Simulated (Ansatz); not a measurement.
BaTiO₃ (cubic perovskite)

```
BaTiO3
1.0
    3.99404     0.00000     0.00000
    0.00000     3.99404     0.00000
    0.00000     0.00000     3.99404
Ba Ti O
1 1 3
Direct
  0.00000   0.00000   0.00000
  0.50000   0.50000   0.50000
  0.00000   0.50000   0.50000
  0.50000   0.50000   0.00000
  0.50000   0.00000   0.50000
```

In each cell atom 3 (O, nearest neighbour Ti at 1.997 Å; its periodic images, 4.0 Å or more away, move with it) moves by s·(1.000, 0.000, 0.000) (along Cartesian x), the rest being held.

Calculation: r2SCAN (plane waves to 500 eV, PAW, scalar-relativistic; Ansatz, a first-principles code). k mesh 7×7×7 (Γ-centred), Fermi-Dirac smearing 0.05 eV. Left out: 4 of 11 points, with atoms too close for the PAW data. F∥ is the force on the atom along that direction. BaTiO3 is run without spin polarisation. BaTiO3 was relaxed with its symmetry unable to fall. This is a high-temperature form of BaTiO3. 

```csv
s (Å),F∥ (eV/Å)
-0.240,2.396
-0.160,1.158
-0.080,0.443
0.000,0.000
0.080,-0.443
0.160,-1.158
0.240,-2.396
```

Question: What is the force constant k = d²E/ds² of this move at s = 0?

Answer: 4.98 eV/Å². The forces along the line at the two nearest points give (0.443 − (-0.443)) / (2·0.080) = 5.54 eV/Å²; the next pair corrects for the finite step.

(For displaced atoms, the force is minus the slope of the energy, and its curvature is a force constant, which sets phonon frequencies.)
